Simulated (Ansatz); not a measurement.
**Structure relaxation, Sb**

The start is a relaxed Sb cell, doubled along one cell vector, shaken by Gaussian noise of σ = 0.08 Å a coordinate. The cell and all atomic positions are relaxed at zero pressure with r2SCAN (plane waves to 500 eV, PAW, scalar-relativistic; Ansatz, a quantum-chemistry and plane-wave program). The first steps use a coarse 11×11×3 k-mesh.

The start:
```
CELL_PARAMETERS angstrom
      3.32063     0.00000     0.00000
     -1.66031     2.87575     0.00000
      0.00000     0.00000    11.43818
ATOMIC_POSITIONS crystal
  Sb 0.36376 0.68040 0.14275
  Sb 0.33789 0.68044 0.62542
  Sb 0.66816 0.30342 0.37446
  Sb 0.62665 0.32285 0.87183
```

Question: What is the largest force in the starting geometry, and on which atom (counted from 1)?

Answer: 0.20 eV/Å, on Sb1 (atoms numbered as listed).

Question: How does the volume per atom move from start to end?

Answer: +7.4 %, from 27.31 to 29.34 Å³/atom.

Question: Is the parent structure recovered?

Answer: It does not go back: it reaches Pm-3m (No. 221), simple cubic type, 0.37 eV/atom below the parent.

Question: How do the shortest distances between atoms change?

Answer: The closest pairs of elements (up to four, under 3.6 Å), start → end: Sb–Sb 3.20 → 3.08 Å.

Question: Is the relaxed structure metallic? Give its gap.

Answer: Zero (metallic).

Final values are on a 15×15×15 k-mesh of the relaxed cell. No spin polarisation in the result. The relaxed primitive cell holds an odd number of electrons. A magnetic state may lie lower.

The relaxed structure here is a generated cell of Sb: the first start was made by placing the elements on the sites of a structure type, and the end was not matched to a known phase here, so it may be hypothetical. Known forms of Sb include space group No. 166.
